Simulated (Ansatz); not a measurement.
The relaxed structure here is a generated cell of TiAl3: the first start was made by a random draw of sites in a space group, and the end was not matched to a known phase here, so it may be hypothetical. Known forms of TiAl3 include space group No. 139.

The end point of a relaxation of TiAl3. The numbers are results of PBEsol (plane waves to 420 eV, PAW, scalar-relativistic; Ansatz, a program for electronic structure), not measurements.

```cif
data_Al3Ti
_chemical_formula_sum 'Al3 Ti1'
_space_group_name_H-M_alt 'P 1'
_space_group_IT_number 1
_cell_length_a 10.02121
_cell_length_b 10.02121
_cell_length_c 10.02121
_cell_angle_alpha 164.142
_cell_angle_beta 164.142
_cell_angle_gamma 22.499
loop_
_space_group_symop_operation_xyz
  'x, y, z'
loop_
_atom_site_label
_atom_site_type_symbol
_atom_site_fract_x
_atom_site_fract_y
_atom_site_fract_z
_atom_site_occupancy
Al1 Al 0.86729 0.86729 0.00000 1
Al2 Al 0.13271 0.13271 0.00000 1
Al3 Al 0.00000 0.00000 0.00000 1
Ti1 Ti 0.75000 0.25000 0.50000 1
```

Task: Determine the symmetry and give the standard cell with its independent sites.

Result: Space group I-4m2 (No. 119); a = 2.765 Å, b = 2.765 Å, c = 19.657 Å, α = 90.00°, β = 90.00°, γ = 90.00°

```csv
atom,site,symmetry,x,y,z
Al,4e,2mm.,0.0000,0.0000,0.1327
Al,2a,-4m2,0.0000,0.0000,0.0000
Ti,2c,-4m2,0.0000,0.5000,0.2500
```

Task: Give the shortest distances between elements (the closest pairs, up to four, under 3.6 Å).

Result: Al–Al 2.61 Å; Al–Ti 2.69 Å; Ti–Ti 2.76 Å.

* **Volume per atom**: 18.78 Å³
* **Band gap**: no gap (metallic)

No spin polarisation in the result.

The run could not lose the symmetry of its start: the end is stationary, and may be a saddle point rather than a minimum.
